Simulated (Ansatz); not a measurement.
Li$_{6}$SI$_{2}$O:
```
CELL_PARAMETERS angstrom
      0.00000     4.41221     4.41221
      4.41221     0.00000     4.41221
      4.41221     4.41221     0.00000
ATOMIC_POSITIONS crystal
  Li 0.27591 0.72409 0.72409
  Li 0.72409 0.27591 0.27591
  Li 0.72409 0.27591 0.72409
  Li 0.27591 0.72409 0.27591
  Li 0.72409 0.72409 0.27591
  Li 0.27591 0.27591 0.72409
  I  0.25000 0.25000 0.25000
  I  0.75000 0.75000 0.75000
  S  0.00000 0.00000 0.00000
  O  0.50000 0.50000 0.50000
```

Relaxed with r²SCAN. Special points in fractions of this cell's reciprocal vectors: Γ (0.000, 0.000, 0.000); X (0.500, 0.000, 0.500); U (0.625, 0.250, 0.625); K (0.375, 0.375, 0.750); L (0.500, 0.500, 0.500); W (0.500, 0.250, 0.750).

Question: List the band energies nearest the valence-band maximum at these points for r²SCAN with spin–orbit coupling in the plane-wave PAW code Ansatz.

Answer: In eV from the valence-band maximum; about four levels below and three above (degenerate sets whole), none deeper than 8.9 eV; points with the same levels are listed once.

```csv
k,below,above
Γ,-0.28 -0.28 -0.28 -0.28,4.56 4.56 4.94 4.94 4.94 4.94
X,-0.10 -0.10 0.00 0.00,4.15 4.15 5.07 5.07
U,-0.34 -0.34 -0.11 -0.11,4.44 4.44 5.54 5.54
L,-0.37 -0.37 -0.30 -0.30,5.86 5.86 5.93 5.93
W,-0.35 -0.35 -0.31 -0.31,4.81 4.81 4.81 4.81
```

Space group Fm-3m. The start of the workflow was typed in or built on a structure type; neither database checked (COD, Materials Project) lists it. Its standing as an ambient phase is unchecked. Symmetry was held in the r²SCAN relaxation; whether a distortion lowers the energy is not shown. The volume moved by 21 % from the start of the relaxation.

Potentials: the later of the program's two PAW sets.
